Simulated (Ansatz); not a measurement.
VSi (CsCl type, space group No. 221) at seven volumes, the program Ansatz at the PBE level (PAW), scaled uniformly. One row is withheld.

```json
[
 {"V (Å³/atom)": "12.262", "P (GPa)": "16.07"},
 {"V (Å³/atom)": "12.666", "P (GPa)": "9.82"},
 {"V (Å³/atom)": "13.070", "P (GPa)": "4.56"},
 {"V (Å³/atom)": "13.474", "P (GPa)": "0.00"},
 {"V (Å³/atom)": "13.878", "P (GPa)": "?"},
 {"V (Å³/atom)": "14.283", "P (GPa)": "-7.22"},
 {"V (Å³/atom)": "14.687", "P (GPa)": "-10.06"}
]
```

Q: Fit the shown pressures and predict the withheld one.

A: Third-order Birch–Murnaghan: P = (3/2)B₀(x^(7/2) − x^(5/2))[1 + (3/4)(B′ − 4)(x − 1)] with x = (V₀/V)^(2/3). Least squares on the six rows gives V₀ = 13.474 Å³/atom, B₀ = 139.8 GPa, B′ = 4.19. At V = 13.878, x = 0.9805 and P = -3.88 GPa. The run itself gave -3.88 GPa.

Space group Pm-3m (CsCl type). A made-up cell: these elements were put on the sites of a structure type; neither database checked (COD, Materials Project) lists it. Whether it is the stable phase at ambient conditions was not checked. Symmetry was held in the PBE relaxation, as lowered by the spin order; whether a distortion lowers the energy is not shown. Magnetic state: antiferromagnetic, chosen from 3 collinear starts compared on coarse meshes (ties went to the first, and starts can fall back to one state), not a proven ground state.

Potentials: the earlier of the program's two PAW sets.
